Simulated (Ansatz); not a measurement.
Os:
```xyz
1
Lattice="0.0000 1.9163 1.9163 1.9163 0.0000 1.9163 1.9163 1.9163 0.0000" Properties=species:S:1:pos:R:3 pbc="T T T"
Os     0.0000     0.0000     0.0000
```

Relaxed with r²SCAN. Special points in fractions of this cell's reciprocal vectors: Γ (0.000, 0.000, 0.000); X (0.500, 0.000, 0.500); U (0.625, 0.250, 0.625); K (0.375, 0.375, 0.750); L (0.500, 0.500, 0.500); W (0.500, 0.250, 0.750).

Q: List the band energies nearest the Fermi level at these points for r²SCAN with spin–orbit coupling (plane waves, PAW; program Ansatz).

A: In eV from the Fermi level; about four levels below and three above (degenerate sets whole), none deeper than 8.9 eV; points with the same levels are listed once.

| k | below | above |
|---|---|---|
| Γ | -3.48 -3.48 -3.48 -3.48 -2.77 -2.77 | 0.05 0.05 0.05 0.05 |
| X | -8.01 -8.01 -7.28 -7.28 | 1.96 1.96 2.27 2.27 |
| U | -5.79 -5.79 -2.36 -2.36 | 0.21 0.21 2.18 2.18 |
| L | -3.02 -3.02 -0.53 -0.53 | 2.22 2.22 2.75 2.75 |
| W | -4.47 -4.47 -0.90 -0.90 | 3.22 3.22 9.60 9.60 |

Space group Fm-3m (fcc (Cu type)). The workflow started from an entry of the Crystallography Open Database (COD), which files this formula under 2 space groups. It is not the phase usual at ambient conditions (space group No. 194). Symmetry was held in the r²SCAN relaxation; whether a distortion lowers the energy is not shown. No spin polarisation was allowed.

Potentials: the earlier of the program's two PAW sets.
